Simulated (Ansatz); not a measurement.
The start is a generated cell, HfO2 placed in the beta-tridymite structure type. Cell shape, volume and atoms are optimised at zero target pressure with r2SCAN (plane waves to 500 eV, PAW, scalar-relativistic; Ansatz, a quantum-chemistry and plane-wave program). The first steps use a coarse 4×4×2 k-mesh.

Starting cell:
```
HfO2
1.0
    5.92934     0.00000     0.00000
   -2.96467     5.13496     0.00000
    0.00000     0.00000     9.70618
Hf O
4 8
Cartesian
  0.00000   3.42330   0.60178
  2.96467   1.71165   5.45487
  2.96467   1.71165   9.10440
  0.00000   3.42330   4.25131
  0.00000   3.42330   2.42654
  2.96467   1.71165   7.27963
  2.96467   0.00000   0.00000
  1.48233   2.56748   4.85309
 -1.48233   2.56748   0.00000
  2.96467   0.00000   4.85309
  1.48233   2.56748   0.00000
 -1.48233   2.56748   4.85309
```

Initial pressure: +25.7 GPa (positive: the cell is compressed)
Largest initial force: 0.48 eV/Å, on Hf1, Hf2, Hf3, Hf4 (atoms numbered as listed)
Energy released: 0.37 eV/atom
Volume change: +21.9 %, from 24.63 to 30.01 Å³/atom
Shortest distances (start → end): The closest pairs of elements (up to four, under 3.6 Å), start → end: Hf–O 1.81 → 1.94 Å; O–O 2.96 → 3.17 Å
Band gap at the end: 5.13 eV, direct at Γ (no spin-orbit coupling)
Optimiser moves: 5

It ends as:

```cif
data_Hf4O8
_chemical_formula_sum 'Hf4 O8'
_space_group_name_H-M_alt 'P63/mmc'
_space_group_IT_number 194
_space_group_name_Hall '-P 6c 2c'
_cell_length_a 6.34085
_cell_length_b 6.34085
_cell_length_c 10.34171
_cell_angle_alpha 90.000
_cell_angle_beta 90.000
_cell_angle_gamma 120.000
loop_
_atom_site_label
_atom_site_type_symbol
_atom_site_symmetry_multiplicity
_atom_site_Wyckoff_symbol
_atom_site_fract_x
_atom_site_fract_y
_atom_site_fract_z
_atom_site_occupancy
Hf1 Hf 4 f 0.33333 0.66667 0.06235 1
O1 O 2 c 0.33333 0.66667 0.25000 1
O2 O 6 g 0.50000 0.50000 0.50000 1
```

Final values are on a 5×5×3 k-mesh of the relaxed cell. No spin polarisation in the result.

The run could not lose the symmetry of its start, so the end can be a saddle point.

The relaxed structure here is a generated cell of HfO2: the first start was made by placing the elements on the sites of a structure type, and the end was not matched to a known phase here, so it may be hypothetical. Known forms of HfO2 include space group No. 14, 29, 137, 225.
